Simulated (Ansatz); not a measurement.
Starting cell, TaN (rock salt):

```
TaN
1.0
    0.00000     2.20805     2.20805
    2.20805     0.00000     2.20805
    2.20805     2.20805     0.00000
N Ta
1 1
Direct
  0.00000   0.00000   0.00000
  0.50000   0.50000   0.50000
```

In each cell atom 2 (Ta, nearest neighbour N at 2.208 Å; its periodic images, 3.1 Å or more away, move with it) moves by s·(0.707, 0.707, 0.000) (along Cartesian [110]), the rest being held.

All values below come from PBE (plane waves to 420 eV, PAW, scalar-relativistic; Ansatz, a first-principles code). k mesh 15×15×15 (Γ-centred), Fermi-Dirac smearing 0.05 eV. The energy includes the smearing's −TS. With partly filled bands, energies and forces of such displacements shift with the k mesh and the smearing. Spin-orbit coupling is left out, though Ta is heavy. TaN is run without spin polarisation. TaN was relaxed with its symmetry unable to fall. The PAW data are Ansatz's earlier set. This is a high-temperature form of TaN. The zero of ΔE is the undisplaced structure.

Successive frames, forces in eV/Å:

```json
[
 {"frame": "s = 0.000 Å", "ΔE (meV/cell)": "0", "F on N1": "(0.000, 0.000, 0.000)", "F on Ta2": "(0.000, 0.000, 0.000)"},
 {"frame": "s = -0.088 Å", "ΔE (meV/cell)": "29", "F on N1": "(-0.474, -0.474, 0.000)", "F on Ta2": "(0.474, 0.474, 0.000)"},
 {"frame": "s = -0.176 Å", "ΔE (meV/cell)": "123", "F on N1": "(-1.063, -1.063, 0.000)", "F on Ta2": "(1.063, 1.063, 0.000)"}
]
```

What are the energy and the forces in the next frame, s = -0.264 Å?

ΔE (meV/cell) = 299.

```
atom      Fx      Fy     Fz
----  ------  ------  -----
N1    -1.751  -1.751  0.000
Ta2    1.751   1.751  0.000
```

(For displaced atoms, the force is minus the slope of the energy, and its curvature is a force constant, which sets phonon frequencies.)
